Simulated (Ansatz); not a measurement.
ZnSe (zinc blende), conventional cell a = b = c = 5.733 Å, α = β = γ = 90.00°. The calculation uses the primitive cell of 2 atoms, to which meshes and values per cell refer.

Equation-of-state scan: isotropic scaling of the cell above, V₀ being its volume. Symmetry pins the atoms to their sites.

Computed with PBE (plane waves to 420 eV, PAW, scalar-relativistic; Ansatz, a quantum-chemistry and plane-wave program). k mesh 10×10×10 (Γ-centred), Fermi-Dirac smearing 0.05 eV. E stands for the smeared free energy. The PAW data are Ansatz's earlier set. ZnSe was relaxed with its symmetry unable to fall. The zero of ΔE is the relaxed starting cell.

```json
[
 {"V (Å³/atom)": "21.198", "ΔE (meV/atom)": "50.5"},
 {"V (Å³/atom)": "21.787", "ΔE (meV/atom)": "27.0"},
 {"V (Å³/atom)": "22.376", "ΔE (meV/atom)": "11.4"},
 {"V (Å³/atom)": "22.965", "ΔE (meV/atom)": "2.7"},
 {"V (Å³/atom)": "23.554", "ΔE (meV/atom)": "0.0"},
 {"V (Å³/atom)": "24.143", "ΔE (meV/atom)": "2.5"},
 {"V (Å³/atom)": "24.731", "ΔE (meV/atom)": "9.5"},
 {"V (Å³/atom)": "25.320", "ΔE (meV/atom)": "20.5"},
 {"V (Å³/atom)": "25.909", "ΔE (meV/atom)": "35.0"}
]
```

What is the fitted pressure derivative B₀′?

4.5.

What bulk modulus B₀ follows from a third-order Birch-Murnaghan fit?

56.6 GPa. Check by three points about V = 23.554 Å³/atom, step 0.589: d²E/dV² ≈ (2.7 − 2·0.0 + 2.5) meV / 0.589² = 0.0150 eV/Å⁶, and V·d²E/dV² × 160.2 = 56.6 GPa.

(Under strain, the slope of the energy per volume gives the stress and its curvature an elastic modulus.)
